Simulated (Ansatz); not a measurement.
Polymorphs of PbS, each relaxed with plane-wave PAW PBE (Ansatz code):

A: zinc blende (F-43m)
a = b = c = 6.6474 Å, α = β = γ = 90.00°

| atom | site | symmetry | x | y | z |
|---|---|---|---|---|---|
| S | 4d | -43m | 0.7500 | 0.7500 | 0.7500 |
| Pb | 4a | -43m | 0.0000 | 0.0000 | 0.0000 |

B: rock salt (Fm-3m)
a = b = c = 6.009 Å, α = β = γ = 90.00°

```
atom  site  symmetry       x       y       z
----  ----  --------  ------  ------  ------
Pb      4b      m-3m  0.5000  0.5000  0.5000
S       4a      m-3m  0.0000  0.0000  0.0000
```

### Question
Put the candidates in order of energy per atom at 0 K, lowest first, for PBE.

### Answer
B (+0 meV/atom), A (+181 meV/atom)

### Question
Give each one's gap.

### Answer
A 0.85 eV; B 0.50 eV.

Typed or built starts, not in the databases checked: A. Not the usual ambient phase: A. All cells were relaxed under the symmetry of their starts (and spin orders); stability against distortions was not tested throughout. Spin–orbit coupling is left out wherever it is not named.

Energies hold the estimated change up to a 700 eV cutoff; steps of a few meV lie near the error of the meshes.

Potentials: the earlier of the program's two PAW sets.
